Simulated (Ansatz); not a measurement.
Total density of states per atom from plane-wave PAW r²SCAN (Ansatz code), in 0.25 eV bins, energy from the Fermi level:

| E (eV) | states/eV/atom |
|---|---|
| -7.85 | 0.00 |
| -7.60 | 0.00 |
| -7.35 | 0.00 |
| -7.10 | 0.03 |
| -6.85 | 0.14 |
| -6.60 | 0.39 |
| -6.35 | 0.84 |
| -6.10 | 0.40 |
| -5.85 | 0.48 |
| -5.60 | 0.34 |
| -5.35 | 0.28 |
| -5.10 | 0.22 |
| -4.85 | 0.17 |
| -4.60 | 0.14 |
| -4.35 | 0.12 |
| -4.10 | 0.11 |
| -3.85 | 0.12 |
| -3.60 | 0.58 |
| -3.35 | 0.70 |
| -3.10 | 0.62 |
| -2.85 | 0.82 |
| -2.60 | 0.87 |
| -2.35 | 0.90 |
| -2.10 | 0.73 |
| -1.85 | 0.60 |
| -1.60 | 0.66 |
| -1.35 | 0.53 |
| -1.10 | 0.44 |
| -0.85 | 0.37 |
| -0.60 | 0.29 |
| -0.35 | 0.10 |
| -0.10 | 0.01 |
| 0.15 | 0.00 |
| 0.40 | 0.01 |
| 0.65 | 0.05 |
| 0.90 | 0.12 |
| 1.15 | 0.20 |
| 1.40 | 0.31 |
| 1.65 | 0.47 |
| 1.90 | 0.73 |
| 2.15 | 0.75 |
| 2.40 | 0.64 |
| 2.65 | 0.70 |
| 2.90 | 0.44 |
| 3.15 | 0.35 |
| 3.40 | 0.54 |
| 3.65 | 0.59 |
| 3.90 | 0.84 |
| 4.15 | 0.89 |
| 4.40 | 0.74 |
| 4.65 | 0.66 |
| 4.90 | 0.76 |

Which of these materials gives this?
A. BaCd2Sb2, P-3m1 (Ba on 1a, Cd on 2d, Sb on 2d)
B. ErSb, rock salt
C. InGaSbAs, Pmm2 (In on 1a, As on 1b, Ga on 1d, Sb on 1c)
D. BAs, P6_222 (B on 3d, As on 3c)

C, InGaSbAs, Pmm2 (In on 1a, As on 1b, Ga on 1d, Sb on 1c). Within 0.5 eV of the Fermi level: Sb 5p 49 %, As 4p 25 %, In 5p 13 %, Ga 4p 5 %. Projections are on Löwdin-orthogonalised atomic valence shells; empty p or d shells of many metals are not among them.

The start of the workflow was typed in or built on a structure type; neither database checked (COD, Materials Project) lists it. Whether it is the stable phase at ambient conditions was not checked. The r²SCAN relaxation kept the symmetry of its start; its stability against distortions is not shown here. Scalar-relativistic: spin–orbit coupling is off unless named, which matters more the heavier the elements.

Potentials: the later of the program's two PAW sets.
